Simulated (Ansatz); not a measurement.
Ba₂NaReO₆:
```xyz
10
Lattice="0.0000 4.1232 4.1232 4.1232 0.0000 4.1232 4.1232 4.1232 0.0000" Properties=species:S:1:pos:R:3 pbc="T T T"
Na     0.0000     0.0000     0.0000
Ba     6.1848     6.1848     6.1848
Ba     2.0616     2.0616     2.0616
Re     4.1232     4.1232     4.1232
O      4.1232     4.1232     5.9985
O      4.1232     4.1232     2.2479
O      5.9985     4.1232     4.1232
O      2.2479     4.1232     4.1232
O      4.1232     5.9985     4.1232
O      4.1232     2.2479     4.1232
```

x, y and z are the axes in which the lattice vectors are written.

Q: Give the high-frequency dielectric tensor and the Born effective charge tensors of the independent atoms from DFPT, PBEsol in the plane-wave PAW code Ansatz.

A: 
ε∞:
```
4.48  0.00  0.00
0.00  4.48  0.00
0.00  0.00  4.48
```
Z* of atom 1 (Na), rows: field, columns: displacement, in e:
```
1.43  0.00  0.00
0.00  1.43  0.00
0.00  0.00  1.43
```
Z* of atom 2 (Ba), rows: field, columns: displacement, in e:
```
2.83  0.00  0.00
0.00  2.83  0.00
0.00  0.00  2.83
```
Z* of atom 4 (Re), rows: field, columns: displacement, in e:
```
6.68  0.00  0.00
0.00  6.68  0.00
0.00  0.00  6.68
```
Z* of atom 5 (O), rows: field, columns: displacement, in e:
```
-1.77   0.00   0.00
 0.00  -1.77   0.00
 0.00   0.00  -3.35
```

Static charges for comparison (Bader): Na1 +0.85, Ba2 +1.58, Re4 +2.93, O5 -1.16 e. Born charges measure polarisation by displacement and can exceed these by far.

Space group Fm-3m. The workflow started from a Materials Project entry (that database holds measured and hypothetical structures alike); the Crystallography Open Database files this formula in space group No. 225, but the cells were not matched. Its standing as an ambient phase is unchecked. Symmetry was held in the PBEsol relaxation; whether a distortion lowers the energy is not shown. No spin polarisation was allowed. Scalar-relativistic: spin–orbit coupling is off unless named, which matters more the heavier the elements.

Potentials: the later of the program's two PAW sets.
